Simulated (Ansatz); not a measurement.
Relaxing an invented NaInSe structure

Method: DFT PBE, scalar-relativistic, plane waves, PAW in Ansatz. Cutoff 420 eV, Gaussian smearing, Γ-centred meshes. Cell and atoms relax first on a coarse mesh and then on a finer one. In between, the cell is made exact in the group found at 0.06 Å. In metals the finer mesh still leaves noise of several meV/atom or more. The steps can't lower the symmetry of their start. No spin polarisation.

A trial structure of NaInSe was built thus: random cell by space group and Wyckoff sites (P4/mmm, No. 123). Lengths were set from tabulated atomic sizes, so they are only a guess.

```
Na In Se
1.0
     4.47840    0.00000    0.00000
     0.00000    4.47840    0.00000
     0.00000    0.00000    4.57154
Na In Se
1 1 1
Direct
  0.00000 0.00000 0.50000
  0.50000 0.50000 0.00000
  0.50000 0.50000 0.50000
```

Energies over the elements count from the elements' standard structures at the same level, with no fitted energy shifts.

Question: Which structure results?

Answer: The symmetry stays P4/mmm (No. 123). The volume per atom grows by 3.5 %, from 30.6 to 31.6 Å³. The shortest distance goes from 2.29 Å (In–Se) to 2.77 Å (In–Se). The ratio c/a of the conventional cell changes by a factor of 1.31. The energy falls by about 0.71 eV/atom (the start's value is from the coarse mesh). Conventional cell: a = 4.139 Å, c = 5.540 Å. Na is surrounded by 4 Se at 2.93 Å; In is surrounded by 2 Se at 2.77 Å; Se has 2 In at 2.77 Å and 4 Na at 2.93 Å.

```
CELL_PARAMETERS angstrom
4.13922 0.00000 0.00000
0.00000 4.13922 0.00000
0.00000 0.00000 5.53983
ATOMIC_POSITIONS crystal
Na 0.00000 0.00000 0.50000
In 0.50000 0.50000 0.00000
Se 0.50000 0.50000 0.50000
```

Question: Give its energy and gap.

Answer: The energy over the elements is −0.47 eV/atom and the gap on the 12×12×8 mesh of the 3-atom cell is 0 eV (a metal).

It lies below the elements, which doesn't yet make it stable against other compounds or structures.

The last run used Gaussian smearing of 0.10 eV. The reference form of Se is held partly by dispersion forces, which this level lacks. A structure relaxed within its symmetry needn't be a true minimum.
